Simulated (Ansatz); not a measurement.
BBi (wurtzite) was relaxed with 5 functionals in the plane-wave code Ansatz, cell and atoms free, the symmetry of the start kept (meshes: PBE 12×12×4, r2SCAN 12×12×4, PBEsol 12×12×4, LDA 12×12×4, HSE06 6×6×4). The cell comes from a prototype generator: it can be a known phase or a hypothetical one. Spin polarisation is off.

The PBEsol result:
```
B Bi
1.0
     3.84171    0.00000    0.00000
    -1.92085    3.32702    0.00000
     0.00000    0.00000    6.32993
B Bi
2 2
Direct
  0.33333 0.66667 0.00020
  0.66667 0.33333 0.50020
  0.33333 0.66667 0.37480
  0.66667 0.33333 0.87480
```

Space group P6_3mc (No. 186), hexagonal; a = 3.842 Å, c = 6.330 Å in the conventional setting, 20.23 Å³ an atom. B is surrounded by 4 Bi at 2.36–2.37 Å; Bi is surrounded by 4 B at 2.36–2.37 Å.

(1) What lattice does PBE give?

(2) How does the cell change with r2SCAN?

(3) Held at the r2SCAN cell, what mean stress do LDA and PBE find, and does its sign point to their own minimum?

Results:

(1) a = 3.889 Å, c = 6.406 Å; the volume differs by +3.7 % from PBEsol's. B is surrounded by 4 Bi at 2.38–2.40 Å; Bi is surrounded by 4 B at 2.38–2.40 Å.

(2) a = 3.866 Å, c = 6.375 Å; the volume differs by +2.0 % from PBEsol's. B is surrounded by 4 Bi at 2.37–2.39 Å; Bi is surrounded by 4 B at 2.37–2.39 Å.

(3) Yes. LDA -3.50 GPa, and its relaxed volume is -4.3 % from r2SCAN's; PBE +1.29 GPa, and its relaxed volume is +1.7 % from r2SCAN's. Compression counts positive, so a positive stress asks for a larger cell.
